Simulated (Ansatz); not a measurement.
A relaxed cell of Nb (Im-3m (No. 229)), relaxed on a k-mesh at least as fine as the one used below. Computed with PBE (plane waves to 420 eV, PAW, scalar-relativistic; Ansatz, a program for electronic structure). Γ-centred k-mesh 14×14×7 on the run's cell (coarser than for final values), Fermi–Dirac smearing 0.05 eV.

```
CELL_PARAMETERS angstrom
     -1.65477     1.65477     1.65477
      1.65477    -1.65477     1.65477
      3.30955     3.30955    -3.30955
ATOMIC_POSITIONS crystal
  Nb 0.00000 0.00000 0.00000
  Nb 0.00000 0.00000 0.50000
```

The atoms are displaced by (Å):

```csv
atom,ux,uy,uz
Nb1,0.034,0.093,-0.015
Nb2,-0.026,0.057,0.006
```

Question: What forces (eV/Å) and pressure result?

Answer: 
| atom | Fx | Fy | Fz |
|---|---|---|---|
| Nb1 | -0.28 | -0.22 | 0.10 |
| Nb2 | 0.28 | 0.22 | -0.10 |

Pressure +0.7 GPa.

No spin polarisation in the result.

The run that gave the undisplaced cell could not lose the symmetry of its start; a randomly shaken copy of 2 atoms returns to this structure.
